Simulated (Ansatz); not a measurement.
MgH2:
```cif
data_H4Mg2
_chemical_formula_sum 'Mg2 H4'
_space_group_name_H-M_alt 'P 1'
_space_group_IT_number 1
_cell_length_a 4.47745
_cell_length_b 4.47745
_cell_length_c 3.00762
_cell_angle_alpha 90.000
_cell_angle_beta 90.000
_cell_angle_gamma 90.000
loop_
_space_group_symop_operation_xyz
  'x, y, z'
loop_
_atom_site_label
_atom_site_type_symbol
_atom_site_fract_x
_atom_site_fract_y
_atom_site_fract_z
_atom_site_occupancy
Mg1 Mg 0.00000 0.00000 0.00000 1
Mg2 Mg 0.50000 0.50000 0.50000 1
H1 H 0.30442 0.30442 0.00000 1
H2 H 0.19558 0.80442 0.50000 1
H3 H 0.69558 0.69558 0.00000 1
H4 H 0.80442 0.19558 0.50000 1
```

This is the PBEsol-relaxed structure.

Task: All from PBEsol in the plane-wave PAW code Ansatz, unless another level is named. Predict the highest zone-centre frequency (without LO–TO term).

Result: 1473 cm⁻¹.

Task: Give the Debye temperature from the elastic constants.

Result: 726 K.

Space group P4_2/mnm (rutile). Symmetry was held in the PBEsol relaxation; of distortions, only those at the zone centre were tested.

Potentials: the later of the program's two PAW sets.
